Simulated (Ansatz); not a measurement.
## Structures of In$_{2}$Sb: which is lowest?

Plane-wave DFT in Ansatz with scalar-relativistic PAW potentials, cutoff 500 eV, Γ-centred meshes chosen by cell and gap, Gaussian smearing with energies taken to zero width. Every cell was relaxed (cell and atoms) in a run of its own, within the symmetry of its start. Functional: r2SCAN.

Relaxed structures (starts from databases or built by putting these elements on another compound's sites):
A. P6_3/mmc, 6 atoms in the computed cell, a = 5.415 Å, c = 6.447 Å; sites (symmetry × multiplicity) In -3m. × 2 + -6m2 × 2, Sb -6m2 × 2; start: database
B. P4/nmm, 6 atoms in the computed cell, a = 4.319 Å, c = 9.064 Å; sites (symmetry × multiplicity) In -4m2 × 2 + 4mm × 2, Sb 4mm × 2; start: built
C. Fm-3m, 3 atoms in the computed cell, a = 7.331 Å; sites (symmetry × multiplicity) In -43m × 8, Sb m-3m × 4; start: built

Question: Rank them by energy. Could pressure change the order?

Answer:
```csv
structure,group,E − E(lowest) (meV/atom),V (Å³/atom),gap on mesh (eV)
B,P4/nmm,0.0,28.18,0.00
A,P6_3/mmc,25.2,27.29,0.00
C,Fm-3m,88,32.84,0.00
```

B is lowest, 25 meV/atom under A. A is denser by 0.89 Å³/atom, so pressure favours it: ΔE/ΔV, with ΔE in eV and 1 eV/Å³ = 160.2 GPa, gives about 4.5 GPa for equal enthalpy if both cells were rigid, a rough figure since the two compress differently. Other structures may lie lower than all of these, and vibrations aren't counted.

Spin-orbit coupling is left out, which matters for the bands of heavy elements.